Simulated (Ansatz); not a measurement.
Consider the following.

Relaxed SiO$_{2}$ (rutile):

```xyz
6
Lattice="4.1848 0.0000 0.0000 0.0000 4.1848 0.0000 0.0000 0.0000 2.6684" Properties=species:S:1:pos:R:3 pbc="T T T"
Si     2.0924     2.0924     1.3342
Si     0.0000     0.0000     0.0000
O      3.3733     3.3733     1.3342
O      1.2810     2.9038     0.0000
O      2.9038     1.2810     0.0000
O      0.8114     0.8114     1.3342
```

A phonon eigenvector at Γ is frozen into this cell: atom i moves by Q times the vector below, so Q is the largest atomic displacement, in Å. The cell is held.

| atom | x | y | z |
|---|---|---|---|
| O3 | -0.707 | -0.707 | 0.000 |
| O4 | 0.707 | -0.707 | 0.000 |
| O5 | -0.707 | 0.707 | 0.000 |
| O6 | 0.707 | 0.707 | 0.000 |

Atoms not listed stay in place.

Computed with r2SCAN (plane waves to 500 eV, PAW, scalar-relativistic; Ansatz, a first-principles code). k mesh 8×8×12 (Γ-centred), Fermi-Dirac smearing 0.05 eV. Energies are smeared free energies. SiO2 was relaxed with its symmetry unable to fall. The PAW data are Ansatz's earlier set. The zero of ΔE is the undisplaced structure.

The scan covers Q from -0.180 to 0.180 Å in 13 points.

Q: Is this a single well or a double well?

A: A single well with its minimum at or next to zero displacement.

Q: Which space group does the distorted structure have?

A: Cmmm (No. 65), lowered from P4_2/mnm.

Q: Is the energy the same for equal positive and negative displacements?

A: Even: the same for both signs.

Q: What is the energy change at Q = 0.180 Å?

A: 3601 meV/cell.

Q: What harmonic wavenumber does the curvature at Q = 0 give?

A: 958 cm⁻¹.

(For displaced atoms, the force is minus the slope of the energy, and its curvature is a force constant, which sets phonon frequencies.)
